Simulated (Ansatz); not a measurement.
Cs2YAgF6:
Space group Fm-3m (No. 225); a = 9.2220 Å, b = 9.2220 Å, c = 9.2220 Å, α = 90.00°, β = 90.00°, γ = 90.00°

| atom | site | symmetry | x | y | z |
|---|---|---|---|---|---|
| Cs | 8c | -43m | 0.2500 | 0.2500 | 0.2500 |
| Y | 4b | m-3m | 0.5000 | 0.5000 | 0.5000 |
| Ag | 4a | m-3m | 0.0000 | 0.0000 | 0.0000 |
| F | 24e | 4m.m | 0.0000 | 0.0000 | 0.2651 |
(The calculation used a cell of 10 atoms; values per cell refer to that cell.)

Relaxed with r²SCAN.

Q: Tabulate the valence density and the electron localisation function along the shortest Y–F contact (2.17 Å), r²SCAN (plane waves, PAW; program Ansatz).

A: 

| distance from Y (Å) | density (e/Å³) | ELF |
|---|---|---|
| 0.22 | 3.49 | 0.53 |
| 0.32 | 3.71 | 0.70 |
| 0.43 | 3.57 | 0.81 |
| 0.54 | 3.06 | 0.85 |
| 0.65 | 2.33 | 0.86 |
| 0.76 | 1.61 | 0.81 |
| 0.87 | 1.04 | 0.63 |
| 0.97 | 0.67 | 0.32 |
| 1.08 | 0.50 | 0.14 |
| 1.19 | 0.49 | 0.15 |
| 1.30 | 0.64 | 0.36 |
| 1.41 | 0.99 | 0.64 |
| 1.52 | 1.66 | 0.78 |
| 1.62 | 2.97 | 0.80 |
| 1.73 | 5.16 | 0.77 |
| 1.84 | 8.04 | 0.69 |
| 1.95 | 10.97 | 0.56 |

The density is the valence pseudo-density with augmentation charge, so density and ELF within about 1 Å of a nucleus are not all-electron values.

The first step of the workflow began from a Materials Project structure, measured or hypothetical; the Crystallography Open Database copy checked does not list it. Whether it is the stable phase at ambient conditions was not checked. Symmetry was held in the r²SCAN relaxation; whether a distortion lowers the energy is not shown. The run is not spin-polarised. Spin–orbit coupling is left out wherever it is not named.

Potentials: the later of the program's two PAW sets.
